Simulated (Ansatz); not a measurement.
Hf, DFT, PBEsol, PAW with Ansatz's default frozen-core files, scalar-relativistic (Ansatz 0.2.0), run on 1 thread of Arm Neoverse V2 on a shared host.

The geometry is COD entry 1522789, unchecked; take it as a test cell. The listed cell was then made from it by scaling, straining or moving an atom.

Command: `ansatz run input.yaml --threads 1 --pin off --max-ram 3072MiB --backend cpu --events-out ev --progress --plain --runs-dir out`

```yaml
crystal:
  lattice:
    - [-1.8411, 1.805, 1.805]
    - [1.805, -1.8411, 1.805]
    - [1.805, 1.805, -1.8411]
  atoms:
    - { symbol: Hf, position: [0.0, 0.0, 0.0] }
kpoints:
  mp_grid: { grid: [16, 16, 16] }
scf:
  occupations: { method: fermi_dirac, width: 0.08 }
hamiltonian:
  xc: pbesol
  pseudopotentials: { kind: paw }
output:
  forces: true
  stress: true
  eigenvalues: true
  efg: { contact_densities: true }
  write_density: true
  write_potential: true
  elf: true
  volumetric_format: npy
```

Q: How large is the problem that the program sets up?

A: 417 irreducible k-points, 453 plane waves at Γ, 17 bands.

Q: About how long does it take, and how much memory does it use?

A: 12 s of wall time for 6 SCF iterations, with a peak of 0.47 GiB. Times on shared machines scatter by tens of per cent.

Q: And the same cell and mesh by all-electron PAW (datasets made for this crystal), asked for forces, stress, eigenvalues, efg, on the same hardware?

A: 31 s, peak memory 0.81 GiB.
